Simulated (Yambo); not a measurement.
Yambo run on AgI (zinc blende, space group F-43m, No. 216). The wavefunctions are PBEsol (Quantum ESPRESSO, PseudoDojo norm-conserving, 82 Ry, without SOC) ones on a 4×4×4 mesh (13 occupied bands); a = b = c = 4.5578 Å, α = β = γ = 60.00°.

Yambo input:

```
rim_cut
gw0
dyson
el_el_corr
HF_and_locXC
ppa
em1d
RandQpts= 1000000
RandGvec= 1 Ry
FFTGvecs= 50 Ry
EXXRLvcs= 82 Ry
VXCRLvcs= 328 Ry
Chimod= "HARTREE"
% BndsRnXp
 5 | 129 |
%
NGsBlkXp= 8 Ry
% LongDrXp
 1.0 | 1.0 | 1.0 |
%
PPAPntXp= 27.2114 eV
% GbndRnge
 1 | 129 |
%
GTermKind= "BG"
DysSolver= "n"
ExtendOut
% QPkrange
 1 | 1 | 13 | 14 |
%
```

k points by index: 1 = Γ.

Resulting energies as the program prints them:

```
#    K-point    Band    Eo [eV]    E [eV]    E-Eo [eV]    Vxc [eV]    Vnlxc [eV]    Sc|Eo [eV]    Sc|E [eV]    dSc/dw|Eo [eV]    Re(Z)    Im(Z)
#
    1    13    0.000000    -0.843016    -0.843016    -17.21215    -20.66829    2.397123    2.613124    -6.971280    0.796056    -0.001389
    1    14    1.195517    1.536598    0.341081    -9.485973    -5.454680    -3.617433    -3.690212    -5.804411    0.824191    -0.001270
```
(The two width columns are left out.) Convergence of these settings isn't established.

Geometry relaxed with PBEsol.
